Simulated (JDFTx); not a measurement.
An input for JDFTx (a modified build) (TiC(100), CANDLE, water, 0.5 M KF; bohr, hartree) and the course of its log:

```
lattice \
  5.7878354111 0.0000000000 0.0000000000 \
  0.0000000000 5.7878354111 0.0000000000 \
  0.0000000000 0.0000000000 42.5188378041
coords-type Lattice
ion C 0.0000000000 0.0000000000 -0.1463752493 0
ion C 0.5000000000 0.5000000000 -0.0481271110 0
ion C 0.0000000000 0.0000000000 0.0481271110 0
ion C 0.5000000000 0.5000000000 0.1463752493 0
ion Ti 0.5000000000 0.5000000000 -0.1409992201 0
ion Ti 0.0000000000 0.0000000000 -0.0481271110 0
ion Ti 0.5000000000 0.5000000000 0.0481271110 0
ion Ti 0.0000000000 0.0000000000 0.1409992201 0
ion-species pseudo/c_pbe_v1.2.upf
ion-species pseudo/ti_pbe_v1.4.upf
elec-cutoff 20 100
elec-ex-corr gga-PBE
coulomb-interaction Slab 001
coulomb-truncation-embed 0 0 0
kpoint-folding 8 8 1
elec-smearing Fermi 0.01
elec-n-bands 46
target-mu -0.130093
electronic-scf nIterations 100 energyDiffThreshold 1e-07
fluid LinearPCM
pcm-variant CANDLE
fluid-solvent H2O
fluid-cation K+ 0.5
fluid-anion F- 0.5
fluid-minimize nIterations 400 knormThreshold 1e-12
wavefunction read f0.wfns
elec-initial-eigenvals f0.eigenvals
elec-initial-fillings read f0.fillings
fluid-initial-state f0.fluidState
dump-name f0_u0.$VAR
dump End State Ecomponents EigStats BandEigs Forces ElecDensity IonicPositions Fillings Kpoints Dtot FluidDebug BoundCharge FluidDensity
```

```
[one cycle in 5 is shown, and the last three; fluid-solver lines are left out]
	FillingsUpdate:  mu: -0.130093000  nElectrons: 64.906312
SCF: Cycle:  0   G: -247.770856899033106   dG: +1.930e-01   |Residual|: 5.655e-02   |deigs|: 1.360e-07
	FillingsUpdate:  mu: -0.130093000  nElectrons: 64.193969
SCF: Cycle:  5   G: -247.962339447621218   dG: +3.966e-04   |Residual|: 9.710e-03   |deigs|: 2.720e-04
	FillingsUpdate:  mu: -0.130093000  nElectrons: 64.755042
SCF: Cycle: 10   G: -247.843646435971834   dG: +2.722e-03   |Residual|: 4.592e-02   |deigs|: 1.473e-04
	FillingsUpdate:  mu: -0.130093000  nElectrons: 64.392670
SCF: Cycle: 15   G: -247.944943802993009   dG: +8.998e-04   |Residual|: 2.076e-02   |deigs|: 1.791e-04
	FillingsUpdate:  mu: -0.130093000  nElectrons: 65.088884
SCF: Cycle: 20   G: -247.658866790173732   dG: +2.987e-01   |Residual|: 7.102e-02   |deigs|: 1.666e-02
	FillingsUpdate:  mu: -0.130093000  nElectrons: 64.886519
SCF: Cycle: 25   G: -247.814024258757257   dG: +2.352e-02   |Residual|: 4.942e-02   |deigs|: 1.173e-03
	FillingsUpdate:  mu: -0.130093000  nElectrons: 64.866558
SCF: Cycle: 30   G: -247.784321437050977   dG: +7.699e-03   |Residual|: 5.531e-02   |deigs|: 3.096e-04
	FillingsUpdate:  mu: -0.130093000  nElectrons: 66.614534
SCF: Cycle: 35   G: -245.912139106012745   dG: +1.948e+00   |Residual|: 1.872e-01   |deigs|: 2.984e-02
	FillingsUpdate:  mu: -0.130093000  nElectrons: 66.143923
SCF: Cycle: 40   G: -246.608208961906342   dG: +1.236e+00   |Residual|: 1.492e-01   |deigs|: 2.312e-02
	FillingsUpdate:  mu: -0.130093000  nElectrons: 64.843573
SCF: Cycle: 45   G: -247.790923025350935   dG: +6.868e-02   |Residual|: 5.600e-02   |deigs|: 2.978e-03
	FillingsUpdate:  mu: -0.130093000  nElectrons: 64.855098
SCF: Cycle: 50   G: -247.815966712873234   dG: -2.148e-02   |Residual|: 5.136e-02   |deigs|: 9.638e-04
	FillingsUpdate:  mu: -0.130093000  nElectrons: 65.995793
SCF: Cycle: 55   G: -246.788139920046746   dG: -1.547e+00   |Residual|: 1.400e-01   |deigs|: 1.214e-02
	FillingsUpdate:  mu: -0.130093000  nElectrons: 65.264775
SCF: Cycle: 60   G: -247.623718861110689   dG: +4.521e-02   |Residual|: 7.391e-02   |deigs|: 1.122e-03
	FillingsUpdate:  mu: -0.130093000  nElectrons: 64.883283
SCF: Cycle: 65   G: -247.844428967547572   dG: +1.129e-03   |Residual|: 4.465e-02   |deigs|: 1.307e-04
	FillingsUpdate:  mu: -0.130093000  nElectrons: 65.257272
SCF: Cycle: 70   G: -247.626983545690365   dG: +9.976e-03   |Residual|: 7.290e-02   |deigs|: 2.249e-04
	FillingsUpdate:  mu: -0.130093000  nElectrons: 64.044740
SCF: Cycle: 75   G: -247.947196316255685   dG: -4.693e-02   |Residual|: 2.610e-02   |deigs|: 1.498e-02
	FillingsUpdate:  mu: -0.130093000  nElectrons: 65.274787
SCF: Cycle: 80   G: -247.619317289993745   dG: -1.130e+00   |Residual|: 7.418e-02   |deigs|: 1.542e-02
	FillingsUpdate:  mu: -0.130093000  nElectrons: 63.535229
SCF: Cycle: 85   G: -247.758607152114450   dG: +2.081e-01   |Residual|: 5.239e-02   |deigs|: 1.602e-02
	FillingsUpdate:  mu: -0.130093000  nElectrons: 64.649797
SCF: Cycle: 90   G: -247.913299379099413   dG: -1.433e-01   |Residual|: 5.583e-02   |deigs|: 2.385e-02
	FillingsUpdate:  mu: -0.130093000  nElectrons: 65.191888
SCF: Cycle: 95   G: -247.699284313647865   dG: -9.812e-02   |Residual|: 6.494e-02   |deigs|: 2.439e-03
	FillingsUpdate:  mu: -0.130093000  nElectrons: 65.255802
SCF: Cycle: 97   G: -247.660701069254287   dG: +4.096e-03   |Residual|: 6.867e-02   |deigs|: 2.651e-04
	FillingsUpdate:  mu: -0.130093000  nElectrons: 65.089148
SCF: Cycle: 98   G: -247.761661145639067   dG: -1.010e-01   |Residual|: 5.606e-02   |deigs|: 3.025e-03
	FillingsUpdate:  mu: -0.130093000  nElectrons: 64.371686
SCF: Cycle: 99   G: -247.967238014703980   dG: -2.056e-01   |Residual|: 6.382e-03   |deigs|: 1.469e-02
SCF: None of the convergence criteria satisfied after 100 iterations.
IonicMinimize: Iter:   0  G: -247.967238014703980  |grad|_K:  0.000e+00
IonicMinimize: Converged (|grad|_K<1.000000e-04).
```

This run gave no converged result. The electronic loop ended without meeting its threshold, so the last energy, electron count and forces aren't results.
